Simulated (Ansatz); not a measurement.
**Straining Cs**

All numbers below come from Ansatz 0.2.0, DFT PBEsol, scalar-relativistic, plane waves, PAW. (420 eV cutoff, 10×6×10 k-mesh, Gaussian smearing of 0.10 eV, no spin polarisation)

Starting point, cell and atoms relaxed:

```
Cs
1.0
     5.89821    0.00000    0.00000
     0.00000    8.58891    0.00000
    -2.94396    0.00000    4.28896
Cs
2
Cartesian
  -1.4720 0.0000 2.1445
  1.4771 4.2945 2.1445
```

Deformation: all cell vectors scaled alike, the atoms relaxed, all within the symmetry that the strain leaves. Energies are extrapolated to zero smearing. Stress is positive in compression, on the Cartesian axes of the cell above.

| strain (%) | ΔE (meV/atom) | a (Å) | b (Å) | c (Å) | σxx (GPa) | σyy (GPa) | σzz (GPa) |
| --- | --- | --- | --- | --- | --- | --- | --- |
| -4.5 | 14.1 | 5.633 | 8.202 | 4.968 | 0.35 | 0.34 | 0.36 |
| -3.0 | 6.1 | 5.721 | 8.331 | 5.046 | 0.21 | 0.20 | 0.23 |
| -1.5 | 1.5 | 5.810 | 8.460 | 5.124 | 0.10 | 0.09 | 0.11 |
| +0.0 | 0.0 | 5.898 | 8.589 | 5.202 | -0.01 | -0.01 | 0.02 |
| +1.5 | ? | 5.987 | 8.718 | 5.280 | ? | ? | ? |
| +3.0 | ? | 6.075 | 8.847 | 5.358 | ? | ? | ? |
| +4.5 | 11.3 | 6.164 | 8.975 | 5.436 | -0.22 | -0.22 | -0.20 |

Question: Fill in the row at +1.5 %.

Answer: ΔE 1.3 meV/atom; σxx -0.09 GPa; σyy -0.09 GPa; σzz -0.07 GPa.

Question: Fill in the row at +3.0 %.

Answer: ΔE 5.2 meV/atom; σxx -0.16 GPa; σyy -0.16 GPa; σzz -0.14 GPa.